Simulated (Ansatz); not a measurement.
Ba₂CdB₂O₆ in space group C2/m (No. 12; Pearson symbol mS22), DFT-r²SCAN in the program Ansatz with PAW potentials. The conduction-band minimum lies at Γ, with 1 equivalent valley. Second derivatives d²E/dk² of the lowest band at one valley (eV·Å²), along Cartesian directions:

```csv
direction,d²E/dk²
[100],12.94
[010],16.83
[001],19.65
[110],14.89
[101],14.93
[011],18.24
```

**Question.** Find the principal effective masses, the density-of-states mass and the conductivity mass.

**Answer.** Off-diagonal terms follow from H_xy = H[110] − (H_xx + H_yy)/2, and m*/mₑ = 7.620 eV·Å² over each eigenvalue: 0.38, 0.45, 0.60. One valley's DOS mass (m₁m₂m₃)^(1/3) = 0.47, conductivity mass 3/(Σ 1/mᵢ) = 0.46 mₑ.

**Question.** What effective density of states Nc follows at 300 K for parabolic valleys?

**Answer.** Nc = 2.509e19 × 1 × (0.47)^(3/2) ≈ 8.1e18 cm⁻³.

The workflow started from a Materials Project entry (that database holds measured and hypothetical structures alike); the Crystallography Open Database copy checked does not list it. Its standing as an ambient phase is unchecked. Symmetry was held in the r²SCAN relaxation; its stability against distortions is not shown here. Spin–orbit coupling is left out wherever it is not named.

Potentials: the later of the program's two PAW sets.

Edges and masses are those of Kohn–Sham bands, whose gap is no quasiparticle gap.
